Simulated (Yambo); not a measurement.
Yambo run on K$_{2}$PtBr$_{6}$ (space group Fm-3m, No. 225). The wavefunctions are norm-conserving LDA (Quantum ESPRESSO, 84 Ry, no spin-orbit coupling) ones on a 2×2×2 mesh (39 occupied bands); a = 7.331 Å, b = 7.331 Å, c = 7.331 Å, α = 60.00°, β = 60.00°, γ = 60.00°.

Yambo input:

```
rim_cut
gw0
dyson
el_el_corr
HF_and_locXC
ppa
em1d
RandQpts= 1000000
RandGvec= 1 Ry
EXXRLvcs= 84 Ry
VXCRLvcs= 336 Ry
Chimod= "HARTREE"
% BndsRnXp
 5 | 247 |
%
NGsBlkXp= 7 Ry
% LongDrXp
 1.0 | 1.0 | 1.0 |
%
PPAPntXp= 27.2114 eV
% GbndRnge
 1 | 247 |
%
GTermKind= "BG"
DysSolver= "n"
ExtendOut
% QPkrange
 1 | 1 | 39 | 39 |
 3 | 3 | 39 | 40 |
%
```

k points by index: 1 = Γ, 3 = X.

Resulting energies as the program prints them:

```
#    K-point    Band    Eo [eV]    E [eV]    E-Eo [eV]    Vxc [eV]    Vnlxc [eV]    Sc|Eo [eV]    Sc|E [eV]    dSc/dw|Eo [eV]    Re(Z)    Im(Z)
#
    1    39    0.000000    -1.048921    -1.048921    -13.19373    -16.91920    2.416512    2.676549    -6.745146    0.801357    -0.001386
    3    39    -0.025661    -1.065148    -1.039488    -13.15332    -16.86838    2.418090    2.675573    -6.739508    0.801490    -0.001387
    3    40    0.916305    1.905198    0.988894    -15.83500    -12.41600    -2.185089    -2.430107    -6.741573    0.801441    -0.001465
```
(The two width columns are left out.) Convergence of these settings isn't established.

Geometry of the Materials Project entry, not relaxed at this level.
